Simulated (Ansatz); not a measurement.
**Sr₂Cd: settings compared (Ansatz)**

The input file (Ansatz 0.2.0, plane waves):

```yaml
crystal:
  lattice:
    - [4.458857, 0.0, 0.0]
    - [2.229429, -8.846071, 0.0]
    - [0.0, 0.0, -4.421214]
  atoms:
    - { symbol: Sr, position: [0.441, 0.118, 0.75] }
    - { symbol: Sr, position: [0.559, 0.882, 0.25] }
    - { symbol: Cd, position: [0.106, 0.788, 0.75] }
    - { symbol: Cd, position: [0.894, 0.212, 0.25] }
    - { symbol: Sr, position: [0.75, 0.5, 0.75] }
    - { symbol: Sr, position: [0.25, 0.5, 0.25] }
  symmetry: { tolerance: 0.0003 }
kpoints:
  mp_grid: { grid: [4, 4, 4], shift: [0, 0, 0] }
magnetization:
  spin_polarized: false
scf:
  occupations: { method: fermi_dirac }
hamiltonian:
  pseudopotentials: { kind: paw }
  xc: pbesol
basis:
  ecutwfc: 420
output:
  forces: true
  stress: true
  eigenvalues: true
```

Launch command:

```bash
ansatz run input.yaml --threads 1 --pin off --max-ram 2560MiB --backend cpu --events-out ev --progress --plain --runs-dir out
```

Origin of the cell: a known structure type with other elements, at an estimated volume, so it need not be a known compound.

The smearing width isn't typed, so it takes its default of 0.1 eV.

Output of this run (shortened):

```
Pseudopotentials: kind: paw
Pseudopotential: Sr, paw, valence charge 10, recommended cutoff 420 eV (normal), Sr.paw.azcp
Pseudopotential: Cd, paw, valence charge 20, recommended cutoff 420 eV (normal), Cd.paw.azcp
Functional definition: PBEsol
  exchange = pbesol_x
  correlation = pbesol_c
Crystal: 6 atoms, lattice volume = 174.388 Å³
Basis set: ecut = 420 eV, 3413 PW (Γ), exchange–correlation on 60×128×60 points (8 copies of the dense FFT grid, shifted against one another)
Bands: 48, of which v1, the nominal top of the filled ones, is band 40 counted from 1 (39 counted from 0)
Symmetry: 8 space group operations
Space group: Cmcm (ITA 63), of the structure as read, at distance tolerance 1.7e-3 Å
k-points: 21 of 64
[… 4 lines left out …]
Initial density: superposition of atomic densities (neutral atoms: chi_scale 0, normalization atom), corrected by the library's trained network
Functional: x = pbesol(κ = 0.804, μ = 0.123457), c = pbesol(β = 0.046)
SCF iter   1: F=—  HF=-30335.954679 eV  Δρ=3.52e-3  dr2=8.81e-2
SCF iter   2: F=—  HF=-30335.953516 eV  Δρ=1.81e-3  dr2=4.07e-2
SCF iter   3: F=—  HF=-30335.950027 eV  Δρ=5.56e-4  dr2=8.05e-4
SCF iter   4: F=—  HF=-30335.950036 eV  Δρ=2.44e-4  dr2=1.81e-4
SCF iter   5: F=—  HF=-30335.950024 eV  Δρ=1.35e-4  dr2=9.61e-5
SCF iter   6: F=—  HF=-30335.950013 eV  Δρ=3.66e-5  dr2=5.84e-6
SCF iter   7: F=—  HF=-30335.950012 eV  Δρ=8.20e-6  dr2=1.77e-7
SCF iter   8: F=-30335.950012 eV  HF=-30335.950012 eV  Δρ=2.43e-6  dr2=2.46e-8
SCF 1 converged in 8 iterations: F = -30335.950012 eV  dr2 = 2.46e-8
SCF converged after 8 iterations
Free energy (F): -30335.950012 eV
Harris-Foulkes:  -30335.950012 eV  (|F-HF|=1.22e-8)
Internal energy: -30335.782116 eV  (E = F + TS)
E sigma→0 (E₀):  -30335.866064 eV
Entropy (-TS):   -0.167896 eV (-27.983 meV/atom)
Fermi energy:    10.460906 eV
--- Per-component energies (eV) ---
  E_band       = -1249.408623
  E_kinetic    = 2001.986530
  E_local      = -10096.089959  (includes V_loc(G=0)·N_el)
  E_nonlocal   = 882.117901
  E_hartree    = 4147.384474
  E_xc         = -1042.134819
  E_vxc        = -1094.506202  (∫ρ·V_xc dr)
  E_paw        = -18600.808985  (= ΣΔE_a)
  E_vpaw       = -1237.686629  (= ΣTr[D̂ρ^β])
  E_aug_tail   = 0.000019  (compensation charges beyond the density's cutoff)
  E_ewald      = -7629.458586
  E_core_change = 1.221309  (= ΣΔE_core)
  E_smearing   = -0.167896  (= −TS)
  Σ components = -30335.950012   (vs F -30335.950012, Δ=0.00e0)
--- Forces (eV/Å), atoms counted from 1 ---
  atom   1  Sr     0.000000    -0.824472     0.000000
  atom   2  Sr    -0.000000     0.824472     0.000000
  atom   3  Cd     0.000000    -0.138799     0.000000
  atom   4  Cd    -0.000000     0.138799     0.000000
  atom   5  Sr     0.000000    -0.212822     0.000000
  atom   6  Sr    -0.000000     0.212822     0.000000
  max |Σ_I F_I| component: 2.78e-17 eV/Å
--- Stress (GPa, compression-positive) ---
        6.485866       0.000000       0.000000
        0.000000       3.541426       0.000000
        0.000000       0.000000      11.181168
  P = ⅓ Tr σ = 7.0695 GPa (70.695 kbar)
```

The same input was run again with these changes:

1. `kpoints.mp_grid.shift` [0, 0, 0] → [0.5, 0.5, 0.5]; `scf.mixing.preconditioner` default → kerker; `basis.ecutrho_ratio` default → 6
2. `hamiltonian.xc` pbesol → pbe
3. `scf.mixing.preconditioner` default → none; `hamiltonian.pseudopotentials` { kind: paw } → { kind: nc, accuracy: standard }
4. `basis.ecutwfc` 420 → "300 eV"; `scf.convergence.dr2_threshold` default → 1.0e-08

| run | end | SCF iterations | P (GPa) | max force component (eV/Å) | moment (μB) | ΔE(σ→0) (meV/atom) |
| --- | --- | --- | --- | --- | --- | --- |
| base | converged | 8 | 7.07 | 0.824 | – | 0 |
| 1 | converged | 8 | 7.26 | 0.853 | – | 3.53 |
| 2 | converged | 8 | 9.44 | 0.856 | – | – |
| 3 | converged | 15 | 6.13 | 0.750 | – | – |
| 4 | converged | 8 | 7.09 | 0.822 | – | 45.26 |

Energies are compared only where functional, datasets, charge and starting cell are the same.

Not properties of the system: run 4 (too coarse or loose: `basis.ecutwfc` = "300 eV").

Caveats of the base run: the k mesh is coarse if the cell is a metal.

Run 1: the k mesh keeps only part of the crystal's symmetry.
Run 3: the cutoff lies below the datasets' advice.
Run 4: the cutoff lies below the datasets' advice.

The base run ran for 8 s on 1 thread of Intel(R) Xeon(R) Platinum 8488C (Sapphire Rapids) (shared host), peak memory 0.51 GiB, from the program's own first density.
